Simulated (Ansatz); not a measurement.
Space group P4/nmm:1 (No. 129). a = 3.570 Å, b = 3.570 Å, c = 5.765 Å, α = 90.00°, β = 90.00°, γ = 90.00°
```csv
atom,site,symmetry,x,y,z
Fe,2a,-4m2,0.0000,0.0000,0.0000
Fe,2c,4mm,0.0000,0.5000,0.3230
As,2c,4mm,0.0000,0.5000,0.7314
```

Equation of state of this Fe2As structure (not necessarily the ground state), with shape and atoms relaxed at each volume where symmetry leaves them free. It has no gap at any of these volumes. Method: Ansatz, DFT PBEsol, scalar-relativistic, plane waves, PAW.

Settings: cutoff 420 eV, Γ-centred mesh 10×10×6 on the computed 6-atom cell, Gaussian smearing of 0.10 eV; collinear spin.

```csv
V (Å³/atom),E − E(largest V) (meV/atom),P (GPa)
10.778,60.09,28.25
11.145,7.12,18.26
11.512,-25.30,10.33
11.880,-41.30,4.13
12.247,-44.92,0.00
12.615,-40.81,-3.70
12.982,-28.62,-7.22
13.472,0.00,-11.47
```

Question: Does one Birch–Murnaghan curve describe these points?

Answer: Not well: the fit leaves 0.71 meV/atom rms, which suggests a change of structure or state along the series.

Only parallel moments were tried here.